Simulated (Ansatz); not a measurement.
A strain series on PbO (started from an entry of an open crystallographic database) with HSE06 in Ansatz; the unstrained cell is the r2SCAN+rVV10 minimum. (Simulation; spin polarisation is off.)

Input of the unstrained run:
```yaml
crystal:
  lattice:
    - [3.9804038992, 0.0, 0.0]
    - [0.0, 3.9804038992, 0.0]
    - [0.0, 0.0, 5.0009130541]
  atoms:
    - { symbol: Pb, position: [0.0, 0.5, 0.2366325577] }
    - { symbol: Pb, position: [0.5, 0.0, 0.7633674423] }
    - { symbol: O, position: [0.0, 0.0, 0.0] }
    - { symbol: O, position: [0.5, 0.5, 0.0] }
kpoints:
  mp_grid: { grid: [4, 4, 4] }
  band_path:
    path:
      - [0.0, 0.0, 0.0]
      - [0.0, 0.5, 0.0]
      - [0.5, 0.5, 0.0]
      - [0.0, 0.0, 0.5]
      - [0.0, 0.5, 0.5]
      - [0.5, 0.5, 0.5]
      - [-0.078125, -0.072917, 0.0]
    npoints: 1
hamiltonian:
  xc: hse06
scf:
  occupations: { method: fixed }
  n_extra_bands: 5
output:
  forces: true
  stress: true
  eigenvalues: true
```

Its main results, and the levels near the gap at the points of the path (eV from the Fermi energy, bands numbered from 0, names kept under strain):
```
Crystal: 4 atoms, lattice volume = 79.233 Å³
Basis set: ecut = 420 eV, 1569 PW (Γ)
Symmetry: 16 space group operations
Space group: P4/nmm (ITA 129)
k-points: 18 of 64
Free energy (F): -24953.589763 eV
Fermi energy:    8.068118 eV
--- Forces (eV/Å), atoms counted from 1 ---
  atom   1  Pb      0.00000      0.00000    -0.26698
  atom   2  Pb      0.00000      0.00000      0.26698
  atom   3  O       0.00000      0.00000      0.00000
  atom   4  O       0.00000      0.00000      0.00000
--- Stress (GPa, compression-positive) ---
        0.549888       0.000000       0.000000
        0.000000       0.549888       0.000000
        0.000000       0.000000       0.811233
  P = ⅓ Tr σ = 0.6370 GPa (6.370 kbar)
```
```tsv
point	band_17	band_18	band_19	band_20	band_21	band_22
Γ	-2.188	-2.188	0.000	3.273	6.485	6.612
X	-3.633	-1.914	-1.914	4.268	4.268	7.770
M	-1.822	-1.504	-1.504	1.887	1.887	6.207
Z	-2.209	-2.209	-1.233	2.833	4.871	4.871
R	-3.598	-1.231	-1.231	3.909	3.909	7.357
A	-2.453	-1.506	-1.506	4.236	4.236	5.770
(-0.078,-0.073,0)	-2.448	-2.048	-0.001	3.602	5.981	6.064
```

Isotropic -1.17 % on every length. The input changes in these blocks:
```yaml
crystal:
  lattice:
    - [3.9338331736, 0.0, 0.0]
    - [0.0, 3.9338331736, 0.0]
    - [0.0, 0.0, 4.9424023714]
  atoms:
    - { symbol: Pb, position: [0.0, 0.5, 0.2421395116] }
    - { symbol: Pb, position: [0.5, 0.0, 0.7578604884] }
    - { symbol: O, position: [0.0, 0.0, 0.0] }
    - { symbol: O, position: [0.5, 0.5, 0.0] }
kpoints:
  mp_grid: { grid: [4, 4, 4] }
  band_path:
    path:
      - [0.0, 0.0, 0.0]
      - [0.0, 0.5, 0.0]
      - [0.5, 0.5, 0.0]
      - [0.0, 0.0, 0.5]
      - [0.0, 0.5, 0.5]
      - [0.5, 0.5, 0.5]
      - [-0.057292, -0.057292, 0.0]
    npoints: 1
```

```
Crystal: 4 atoms, lattice volume = 76.484 Å³
Basis set: ecut = 420 eV, 1521 PW (Γ)
Symmetry: 16 space group operations
Space group: P4/nmm (ITA 129)
k-points: 18 of 64
Free energy (F): -24953.549961 eV
Fermi energy:    8.663852 eV
--- Forces (eV/Å), atoms counted from 1 ---
  atom   1  Pb      0.00000      0.00000    -0.27562
  atom   2  Pb      0.00000      0.00000      0.27562
  atom   3  O       0.00000      0.00000      0.00000
  atom   4  O       0.00000      0.00000      0.00000
--- Stress (GPa, compression-positive) ---
        2.673160       0.000000       0.000000
        0.000000       2.673160       0.000000
        0.000000       0.000000       1.601303
  P = ⅓ Tr σ = 2.3159 GPa (23.159 kbar)
```
```tsv
point	band_17	band_18	band_19	band_20	band_21	band_22
Γ	-2.300	-2.300	0.000	3.380	6.484	6.484
X	-3.793	-2.147	-2.147	4.257	4.257	7.769
M	-1.987	-1.619	-1.619	1.635	1.635	6.105
Z	-2.324	-2.324	-1.471	2.926	4.686	4.686
R	-3.754	-1.384	-1.384	3.876	3.876	7.298
A	-2.668	-1.622	-1.622	4.053	4.053	5.834
(-0.057,-0.057,0)	-2.474	-2.209	-0.004	3.577	6.080	6.113
```

HSE06: the gap goes from 1.887 to 1.635 eV (-0.252 eV).

Another run changes these blocks:
```yaml
crystal:
  lattice:
    - [3.8713408324, 0.0, 0.0]
    - [0.0, 3.8713408324, 0.0]
    - [0.0, 0.0, 4.8638880365]
  atoms:
    - { symbol: Pb, position: [0.0, 0.5, 0.2494255661] }
    - { symbol: Pb, position: [0.5, 0.0, 0.7505744339] }
    - { symbol: O, position: [0.0, 0.0, 0.0] }
    - { symbol: O, position: [0.5, 0.5, 0.0] }
kpoints:
  mp_grid: { grid: [4, 4, 4] }
  band_path:
    path:
      - [0.0, 0.0, 0.0]
      - [0.0, 0.5, 0.0]
      - [0.5, 0.5, 0.0]
      - [0.0, 0.0, 0.5]
      - [0.0, 0.5, 0.5]
      - [0.5, 0.5, 0.5]
      - [-0.020833, -0.020833, 0.0]
    npoints: 1
output:
  forces: true
  stress: true
  eigenvalues: true
  write_density: true
  write_potential: true
  elf: true
  volumetric_format: npy
```

```
Crystal: 4 atoms, lattice volume = 72.896 Å³
Basis set: ecut = 420 eV, 1457 PW (Γ)
Symmetry: 16 space group operations
Space group: P4/nmm (ITA 129)
k-points: 18 of 64
Free energy (F): -24953.447973 eV
Fermi energy:    9.520777 eV
--- Forces (eV/Å), atoms counted from 1 ---
  atom   1  Pb      0.00000      0.00000    -0.28747
  atom   2  Pb      0.00000      0.00000      0.28747
  atom   3  O       0.00000      0.00000      0.00000
  atom   4  O       0.00000      0.00000      0.00000
--- Stress (GPa, compression-positive) ---
        6.150976       0.000000       0.000000
        0.000000       6.150976       0.000000
        0.000000       0.000000       3.047792
  P = ⅓ Tr σ = 5.1166 GPa (51.166 kbar)
```
```tsv
point	band_17	band_18	band_19	band_20	band_21	band_22
Γ	-2.466	-2.466	0.000	3.540	6.294	6.294
X	-4.030	-2.483	-2.483	4.249	4.249	7.720
M	-2.227	-1.788	-1.788	1.270	1.270	5.956
Z	-2.495	-2.495	-1.821	3.046	4.416	4.416
R	-3.987	-1.605	-1.605	3.831	3.831	7.206
A	-2.978	-1.793	-1.793	3.793	3.793	5.911
(-0.021,-0.021,0)	-2.493	-2.451	-0.001	3.568	6.228	6.233
```

Q: Which strain is this, and what did it do?

A: Isotropic -2.74 % on every length, atoms relaxed again. HSE06: the gap goes from 1.887 to 1.270 eV (-0.617 eV).

Another run changes these blocks:
```yaml
crystal:
  lattice:
    - [3.9804038992, 0.0, 0.0]
    - [0.0, 3.8860683268, 0.0]
    - [0.0, 0.0, 5.0009130541]
  atoms:
    - { symbol: Pb, position: [0.0, 0.5, 0.2396938559] }
    - { symbol: Pb, position: [0.5, 0.0, 0.7603061441] }
    - { symbol: O, position: [0.0, 0.0, -0.0051619623] }
    - { symbol: O, position: [0.5, 0.5, 0.0051619623] }
kpoints:
  mp_grid: { grid: [4, 4, 4] }
  band_path:
    path:
      - [0.0, 0.0, 0.0]
      - [0.0, 0.5, 0.0]
      - [0.5, 0.5, 0.0]
      - [0.0, 0.0, 0.5]
      - [0.0, 0.5, 0.5]
      - [0.5, 0.5, 0.5]
      - [0.0, -0.098958, 0.0]
    npoints: 1
output:
  forces: true
  stress: true
  eigenvalues: true
  write_density: true
  write_potential: true
  elf: true
  volumetric_format: npy
```

```
Crystal: 4 atoms, lattice volume = 77.355 Å³
Basis set: ecut = 420 eV, 1513 PW (Γ)
Symmetry: 8 space group operations
Space group: Pmmn (ITA 59)
k-points: 27 of 64
Free energy (F): -24953.563747 eV
Fermi energy:    8.511922 eV
--- Forces (eV/Å), atoms counted from 1 ---
  atom   1  Pb      0.00000      0.00000    -0.27582
  atom   2  Pb      0.00000      0.00000      0.27582
  atom   3  O       0.00000      0.00000      0.01132
  atom   4  O       0.00000      0.00000    -0.01132
--- Stress (GPa, compression-positive) ---
        2.422973       0.000000       0.000000
        0.000000       2.418952       0.000000
        0.000000       0.000000       1.235387
  P = ⅓ Tr σ = 2.0258 GPa (20.258 kbar)
```
```tsv
point	band_17	band_18	band_19	band_20	band_21	band_22
Γ	-2.283	-2.283	0.000	3.325	6.366	6.515
X	-3.821	-2.103	-2.103	4.097	4.097	7.717
M	-1.995	-1.606	-1.606	1.691	1.691	6.071
Z	-2.314	-2.300	-1.488	2.930	4.599	4.925
R	-3.789	-1.390	-1.390	3.850	3.850	7.279
A	-2.629	-1.607	-1.607	4.056	4.056	5.720
(0,-0.099,0)	-2.360	-2.350	-0.002	3.611	5.756	6.430
```

Q: Which strain is this, and what did it do?

A: Uniaxial -2.37 % along y, other directions held, atoms relaxed again. HSE06: the gap goes from 1.887 to 1.691 eV (-0.196 eV).

Biaxial +5.16 % in x and y, z held. The input changes in these blocks:
```yaml
crystal:
  lattice:
    - [4.1857927404, 0.0, 0.0]
    - [0.0, 4.1857927404, 0.0]
    - [0.0, 0.0, 5.0009130541]
  atoms:
    - { symbol: Pb, position: [0.0, 0.5, 0.2216115124] }
    - { symbol: Pb, position: [0.5, 0.0, 0.7783884876] }
    - { symbol: O, position: [0.0, 0.0, 0.0] }
    - { symbol: O, position: [0.5, 0.5, 0.0] }
kpoints:
  mp_grid: { grid: [4, 4, 4] }
  band_path:
    path:
      - [0.0, 0.0, 0.0]
      - [0.0, 0.5, 0.0]
      - [0.5, 0.5, 0.0]
      - [0.0, 0.0, 0.5]
      - [0.0, 0.5, 0.5]
      - [0.5, 0.5, 0.5]
      - [-0.145833, 0.145833, 0.0]
    npoints: 1
```

```
Crystal: 4 atoms, lattice volume = 87.620 Å³
Basis set: ecut = 420 eV, 1689 PW (Γ)
Symmetry: 16 space group operations
Space group: P4/nmm (ITA 129)
k-points: 18 of 64
Free energy (F): -24953.488055 eV
Fermi energy:    6.367523 eV
--- Forces (eV/Å), atoms counted from 1 ---
  atom   1  Pb      0.00000      0.00000    -0.23201
  atom   2  Pb      0.00000      0.00000      0.23201
  atom   3  O       0.00000      0.00000      0.00000
  atom   4  O       0.00000      0.00000      0.00000
--- Stress (GPa, compression-positive) ---
       -5.247606       0.000000       0.000000
        0.000000      -5.247606       0.000000
        0.000000       0.000000      -0.350189
  P = ⅓ Tr σ = -3.6151 GPa (-36.151 kbar)
```
```tsv
point	band_17	band_18	band_19	band_20	band_21	band_22
Γ	-1.822	-1.629	-0.055	3.157	6.276	6.903
X	-2.954	-1.088	-1.088	4.498	4.498	7.300
M	-1.139	-1.105	-1.105	2.595	2.595	6.693
Z	-1.835	-1.693	-0.372	2.499	4.835	5.325
R	-3.057	-0.639	-0.639	4.140	4.140	7.420
A	-1.757	-1.107	-1.107	4.920	4.920	5.795
(-0.146,0.146,0)	-2.161	-1.486	0.047	4.109	5.661	5.755
```

HSE06: the gap goes from 1.887 to 2.452 eV (+0.565 eV); the edges go from Γ → M to Γ–M (0.29) → Z.

Spin-orbit coupling is left out; in compounds of Pb, Bi, Tl or Hg it can lower a gap by up to about 1 eV, split its edges or invert the bands.

The stress of a hybrid is loosely converged in these runs.

The meshes of the hybrids are coarse, so their gaps aren't converged to the digits shown.
